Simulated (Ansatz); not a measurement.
## Property card for Ti₂Sb

Ti2Sb:
```yaml
crystal:
  lattice:
    - [-1.95744, 1.95744, 7.36680]
    - [1.95744, -1.95744, 7.36680]
    - [1.95744, 1.95744, -7.36680]
  atoms:
    - { symbol: Ti, position: [0.17167, 0.17167, 0.00000] }
    - { symbol: Ti, position: [0.82833, 0.82833, 0.00000] }
    - { symbol: Ti, position: [0.50000, 0.00000, 0.50000] }
    - { symbol: Ti, position: [0.00000, 0.50000, 0.50000] }
    - { symbol: Sb, position: [0.36021, 0.36021, 0.00000] }
    - { symbol: Sb, position: [0.63979, 0.63979, 0.00000] }
```

Space group I4/mmm (No. 139); conventional cell a = b = 3.9149 Å, c = 14.7336 Å, α = β = γ = 90.00°.

Method: DFT-r²SCAN in the program Ansatz with PAW potentials. Structure relaxed to zero pressure with the same functional. Other levels are named where they apply.

### Cell and energy

```json
{
 "volume_per_atom": "18.82 Å³",
 "density": "6.40 g/cm³",
 "Formation energy from the elements (no fitted shifts)": "-0.54 eV/atom"
}
```

### Electronic structure

```json
{
  "electronic_character": "metallic (no gap)",
  "Density of states at the Fermi level": "0.91 states/eV per atom (mean over ±0.08 eV)"
}
```

The workflow started from a Materials Project entry (that database holds measured and hypothetical structures alike); the Crystallography Open Database copy checked does not list it. Whether it is the stable phase at ambient conditions was not checked. Symmetry was held in the r²SCAN relaxation; its stability against distortions is not shown here. The run is not spin-polarised. The references are the lowest solids computed at this level, not always the standard phases. Scalar-relativistic: spin–orbit coupling is off unless named, which matters more the heavier the elements.

Potentials: the later of the program's two PAW sets.
